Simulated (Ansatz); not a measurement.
### Question
Name crystals whose computed values (the program Ansatz at the r²SCAN level (PAW)) fall in these windows: B₀ by P(V) fit (GPa) 160 to 200; Θ_D (K) 340 to 420.

### Answer


```csv
crystal,B₀ by P(V) fit (GPa),Θ_D (K)
"V3Ga, A15 (Cr3Si type)",176,378
"Cu, dhcp (α-La type)",162,369
"HfB, rock salt",174,394
"ZnO, NiAs type",187,384
"BaIrO3, cubic perovskite",186,410
```
Others may fit too.

Spin orders computed, not proven ground states: V3Ga, A15 (Cr3Si type) ferromagnetic. Built on a structure type that need not be the filed one of that space group: ZnO, NiAs type. Not the usual ambient phase: Cu, dhcp (α-La type); ZnO, NiAs type. Standing as an ambient phase not checked: V3Ga, A15 (Cr3Si type); HfB, rock salt; BaIrO3, cubic perovskite. All cells were relaxed under the symmetry of their starts (and spin orders); stability against distortions was not tested throughout. Rows with no word on spin ran without spin polarisation. Spin–orbit coupling is left out wherever it is not named.

Potentials: the later of the program's two PAW sets.
